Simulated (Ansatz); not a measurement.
# Property card for TeW

TeW (CsCl type, space group No. 221), a = b = c = 3.301 Å, α = β = γ = 90.00°.

Space group Pm-3m (No. 221), CsCl type; conventional cell a = b = c = 3.301 Å, α = β = γ = 90.00°.

Method: DFT-PBEsol in the program Ansatz with PAW potentials. Structure relaxed to zero pressure with the same functional. Other levels are named where they apply.

Cell and energy:

| Property | Result |
|---|---|
| Volume per atom | 17.98 Å³ |
| Density | 14.38 g/cm³ |
| Formation energy from the elements (no fitted shifts) | 0.68 eV/atom |

Electronic structure:

| Quantity | Value |
|---|---|
| Electronic character | metallic (no gap) |
| Density of states at the Fermi level | 0.69 states/eV per atom (mean over ±0.08 eV) |
| Gap with spin–orbit coupling | none (metallic) |

Mechanics:

| Property | Result |
|---|---|
| Bulk modulus (Birch–Murnaghan fit) | 192 GPa |
| Pressure derivative B′ | 4.7 |
| Elastic constants (relaxed ions, GPa) | C11 = 361, C12 = 109, C44 = 122 |
| Mechanical stability | stable (all eigenvalues of C positive) |
| Hill bulk and shear moduli | 193 and 124 GPa |
| Young's modulus | 306 GPa |
| Poisson's ratio | 0.24 |
| Debye temperature from the elastic constants | 370 K |

Phonons:

| Property | Value |
|---|---|
| Highest zone-centre frequency | 135 cm⁻¹ |
| Zone-centre stability | no imaginary mode at Γ |

The cell is a constructed one: a structure type filled with these elements; neither database checked (COD, Materials Project) lists it. Whether it is the stable phase at ambient conditions was not checked. Symmetry was held in the PBEsol relaxation. No spin polarisation was allowed. As this level gives no gap, shear constants depend on the k-mesh and smearing (Fermi–Dirac, 0.1 eV here). As this level gives no gap, phonon frequencies hold no LO–TO term and depend on the k-mesh and smearing (Fermi–Dirac, 0.1 eV here). The references are the lowest solids computed at this level, not always the standard phases. Scalar-relativistic: spin–orbit coupling is off unless named, which matters more the heavier the elements.

Potentials: the earlier of the program's two PAW sets. The files were generated under PBE; for other functionals the program regenerates the frozen cores, and for LDA and PBEsol the local potential too.
